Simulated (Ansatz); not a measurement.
Fe5Co3: pressure against volume

Fe5Co3, Im-3m, a = 5.694 Å. The structure is a Materials Project entry; whether it is the stable form wasn't checked. Ansatz: PBE, PAW, 420 eV, Γ-centred 10×10×10 mesh on 8 atoms, Gaussian smearing 0.10 eV; collinear spin, largest moment 2.7 μB. Symmetry fixes shape and atoms, so the cell is only scaled; pressure is positive in compression.

```
V (Å³/atom) P (GPa)
     10.154    33.46
     10.500    23.11
     10.847        ?
     11.193     6.52
     11.539     0.00
     11.885    -5.46
     12.231   -10.04
     12.693   -15.02
```

Question: Take V0 = 11.539 Å³/atom, fit the third-order Birch–Murnaghan form to the other rows, and predict the missing pressure.

Answer: With the Eulerian strain f = ½[(V0/V)^(2/3) − 1] and y = P/[3f(1 + 2f)^(5/2)], the form is the line y = B0 + 1.5 B0 (B0′ − 4) f. Rows (f, y): 0.04449, 202.6; 0.03246, 202.8; 0.01025, 201.5; -0.00975, 196.1; -0.01904, 193.7; -0.03078, 190.7. Means f = 0.004605, y = 197.90; Σ(Δf)² = 0.004416, ΣΔfΔy = 0.7242; the slope is their ratio. y = 197.1 + 164.0 f GPa, so B0 = 197.1 GPa and B0′ = 4 + 2 × (164.0)/(3 × 197.1) = 4.55. At V = 10.847, f = 0.02105, y = 200.55 and P = 14.04 GPa. The run gave 14.19 GPa, so the fit is 0.15 GPa too low, within twice the rms miss on the fitted rows (0.14 GPa).

Only parallel moments were tried here.

Cost: 8 runs of about 26 core-minutes in all, on AMD EPYC (Zen 3) (shared hosts).